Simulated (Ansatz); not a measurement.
A geometry of Fe away from equilibrium: step 2 of the relaxation of a relaxed Fe cell, doubled along one cell vector, shaken by Gaussian noise of σ = 0.08 Å a coordinate. Computed with PBE (plane waves to 420 eV, PAW, scalar-relativistic; Ansatz, a first-principles code). Γ-centred k-mesh 8×16×16 on the run's cell (coarser than for final values), Fermi–Dirac smearing 0.05 eV.

```yaml
crystal:
  lattice:
    - [-2.82258, 2.82166, 2.82337]
    - [1.41518, -1.41455, 1.41929]
    - [1.41524, 1.41850, -1.41540]
  atoms:
    - { symbol: Fe, position: [0.99296, 0.97944, 0.01035] }
    - { symbol: Fe, position: [0.50303, 0.97530, 0.01370] }
```
Spin-polarised start, with parallel moments on Fe.

Predict the force on each atom, in eV/Å.


```json
[
 {"atom": "Fe1", "Fx": "-0.15", "Fy": "0.33", "Fz": "0.26"},
 {"atom": "Fe2", "Fx": "0.15", "Fy": "-0.33", "Fz": "-0.26"}
]
```

What is the pressure?

+0.6 GPa, compression positive.

How much energy per atom can still be gained by relaxing?

0.01 eV/atom; the path ends in Im-3m (No. 229) (bcc (W type)).

Spin state reached: ferromagnetic (net 2.17 μB/atom), from parallel starting moments; other spin orders were not run from this start.

The run could not lose the symmetry of its start.
